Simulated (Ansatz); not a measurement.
Cr:
```
CELL_PARAMETERS angstrom
     -1.39418     1.39418     1.39418
      1.39418    -1.39418     1.39418
      1.39418     1.39418    -1.39418
ATOMIC_POSITIONS crystal
  Cr 0.00000 0.00000 0.00000
```

Relaxed with LDA. Special points in fractions of this cell's reciprocal vectors: Γ (0.000, 0.000, 0.000); H (0.500, -0.500, 0.500); N (0.000, 0.000, 0.500); P (0.250, 0.250, 0.250).

List the band energies nearest the Fermi level at these points for the program Ansatz at the LDA level (PAW).

In eV from the Fermi level; about four levels below and three above (degenerate sets whole), none deeper than 8.9 eV; … stands for higher levels left out; points with the same levels are listed once.

```json
[
 {"k": "Γ", "below": "-8.06 -1.03 -1.03 -1.03", "above": "…"},
 {"k": "H", "below": "-4.80 -4.80", "above": "…"},
 {"k": "N", "below": "-4.81 -2.73", "above": "1.20 1.33 …"},
 {"k": "P", "below": "-2.50 -2.50 -2.50", "above": "…"}
]
```

Space group Im-3m (bcc (W type)). The cell was relaxed with LDA under the symmetry of its start. The workflow began spin-polarised and lost its moments. Textbook magnetic order: a spin-density-wave antiferromagnet.

Potentials: the later of the program's two PAW sets.
